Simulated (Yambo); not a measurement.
G0W0@LDA for CsCdCl₃ (cubic perovskite, space group Pm-3m, No. 221) in Yambo. Reference settings: 2×2×2 Γ-centred k mesh, bands 5 to 268 and a 8 Ry block in the screening, 268 bands in G with the Bruneval-Gonze terminator, plasmon pole fitted at 27.2 eV. The LDA gap R → Γ on this mesh is 1.45 eV; G0W0 gaps are taken between the same points.

Gap (R → Γ) in eV against the number of bands and the screening block, terminator on:

```
bands (W and G)   2 Ry   3 Ry   5 Ry   6 Ry   8 Ry
---------------  -----  -----  -----  -----  -----
60               4.141  4.134  4.141  4.147  4.159
95               3.923  3.916  3.961  3.979  4.011
144              3.753  3.742  3.783  3.806  3.847
207              3.672  3.656  3.685  3.710  3.763
268              3.642  3.621  3.644  3.671  3.732
```

Rough cost of the Yambo step against the reference (shared machines):

```
bands (W and G)  2 Ry  3 Ry  5 Ry  6 Ry  8 Ry
---------------  ----  ----  ----  ----  ----
60                1/7   1/8   1/6   1/6   1/5
95                1/5   1/5   1/5   1/5   1/3
144               1/3   1/3   1/3   1/3    ~1
207               1/2   1/2    ~1    ~1    ~1
268                ~1    ~1    ~1    ~1     1
```

At the largest block the last step in bands moves the gap by -0.031 eV; at the most bands the last step in the block moves it by 0.061 eV.

Spin-orbit splittings are left out. The cell is held in this high symmetry; tilts and polar distortions were not searched.

Geometry of the Materials Project entry, not relaxed at this level; primitive cell a = b = c = 5.264 Å, α = β = γ = 90.00°.
